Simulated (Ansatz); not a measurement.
NiBi$_{3}$ (Cu3Au type, Pm-3m) at seven volumes, DFT-PBE in the program Ansatz with PAW potentials, scaled uniformly. One row is withheld.

| V (Å³/atom) | P (GPa) |
|---|---|
| 24.112 | 7.04 |
| 24.907 | 4.28 |
| 25.702 | 1.96 |
| 26.496 | 0.00 |
| 27.291 | -1.66 |
| 28.086 | -3.07 |
| 28.881 | ? |

Q: Fit the shown pressures and predict the withheld one.

A: Third-order Birch–Murnaghan: P = (3/2)B₀(x^(7/2) − x^(5/2))[1 + (3/4)(B′ − 4)(x − 1)] with x = (V₀/V)^(2/3). Least squares on the six rows gives V₀ = 26.495 Å³/atom, B₀ = 60.13 GPa, B′ = 4.58. At V = 28.881, x = 0.9441 and P = -4.26 GPa. The run itself gave -4.25 GPa.

The cell is a constructed one: a structure type filled with these elements; neither database checked (COD, Materials Project) lists it. Its standing as an ambient phase is unchecked. The PBE relaxation kept the symmetry of its start; its stability against distortions is not shown here. The workflow began spin-polarised and lost its moments. The cell computed holds one magnetic atom, so no antiferromagnetic order was within reach. Spin–orbit coupling is left out wherever it is not named.

Potentials: the earlier of the program's two PAW sets.
